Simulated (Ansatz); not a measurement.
## K2NaIrF6: reading a single point

```yaml
crystal:
  lattice:
    - [0.00000, 4.20162, 4.20162]
    - [4.20162, 0.00000, 4.20162]
    - [4.20162, 4.20162, 0.00000]
  atoms:
    - { symbol: K, position: [0.25000, 0.25000, 0.25000] }
    - { symbol: K, position: [0.75000, 0.75000, 0.75000] }
    - { symbol: F, position: [0.76200, 0.23800, 0.23800] }
    - { symbol: F, position: [0.23800, 0.76200, 0.23800] }
    - { symbol: F, position: [0.23800, 0.76200, 0.76200] }
    - { symbol: F, position: [0.76200, 0.23800, 0.76200] }
    - { symbol: F, position: [0.23800, 0.23800, 0.76200] }
    - { symbol: F, position: [0.76200, 0.76200, 0.23800] }
    - { symbol: Ir, position: [0.00000, 0.00000, 0.00000] }
    - { symbol: Na, position: [0.50000, 0.50000, 0.50000] }
```

Method: r2SCAN, no spin polarisation; PAW, plane waves to 500 eV, 5×5×5 Γ-centred mesh, fermi-dirac occupations (width 0.1 eV) (Ansatz 0.2.0), atoms fixed.

(1) How is the charge shared?

(2) Describe some of the short contacts.

(3) What does the stress say?

(4) Which orbitals make up the band edges?

(5) Is there a gap, and of what kind?

Origin: a known structure type with other elements, at an estimated volume, so it need not be a known compound. Caveats: no spin-orbit coupling, which can shift this gap by tenths of an eV.

Answers

(1) Bader charges in e: K +0.91, Na +0.90, Ir +1.71, F -0.74. In the mean Ir gives up most and F takes most.

(2) F–Ir at 2.00 Å: least valence density 0.69 e/Å³ and ELF 0.09 there. F–Na at 2.20 Å: least valence density 0.15 e/Å³ and ELF 0.02 there, a closed-shell (ionic or weak) contact. K–F at 2.97 Å: least valence density 0.06 e/Å³ and ELF 0.01 there, a closed-shell (ionic or weak) contact. These are pseudo-fields; inside the PAW spheres they differ from the all-electron ones.

(3) The pressure is 0.2 GPa (compression positive), so with the atoms held at these fractions the cell is close to zero pressure.

(4) Within 0.7 eV of the edges, the states project mainly on Ir d (77 %) and F p (22 %) below the gap and on Ir d (68 %) and F p (25 %) above it.

(5) The gap is 3.02 eV, direct at the points sampled. A semilocal functional usually gives too small a gap.
